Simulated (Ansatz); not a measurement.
# What moves the field gradients of TiO₂?

Cell of run 1: a Materials Project structure (computed, not necessarily an observed phase).

Space group P4_2/mnm (No. 136); a = 4.5998, c = 2.9592 Å.

```csv
site,Wyckoff,site symmetry,x,y,z
Ti,2b,m.mm,0.5000,0.5000,0.0000
O,4g,m.2m,0.6957,0.6957,0.5000
```

One atom of each set is listed.

Relaxed positions (PBE, cell held):

Ti (0.5000, 0.5000, 0.0000)
O (0.6957, 0.6957, 0.5000)

All runs are DFT with Ansatz 0.2.0 (plane waves and PAW, scalar-relativistic unless spin–orbit coupling is named, Γ-centred meshes, Fermi–Dirac smearing where given) in this cell.

Run 1: PBE, atoms as given; 420 eV, 7×7×11 k-points, smearing 0.01 eV.
Run 2: r2SCAN, at the relaxed atoms; 500 eV, 7×7×11 k-points, smearing 0.01 eV.
Run 3: r2SCAN, atoms relaxed; 500 eV, 7×7×11 k-points, smearing 0.01 eV.

Q: What does each run give, and what moves the gradients most?

A: 

| run | Ti V_zz (η) | O V_zz (η) |
| --- | --- | --- |
| 1 | -2.04 (0.18) | 2.42 (0.98) |
| 2 | -2.09 (0.18) | -2.67 (0.89) |
| 3 | -2.25 (0.29) | -2.62 (0.91) |

V_zz in 10²¹ V/m². Against run 1, the gradient tensors on these sites move by at most 0.27 in run 2 (O), 0.25 in run 3 (Ti). Taken one at a time, the functional (r2SCAN with its higher cutoff) moves the tensors on these sites by up to 0.27 (largest principal value of the change, on O), the positions of the atoms (as given or relaxed) by 0.21 (Ti). On some sites the largest principal value moves to another axis from run to run, and the sign of V_zz can flip with it. On O η is near 1, so the change of sign is little more than a relabelling of axes.
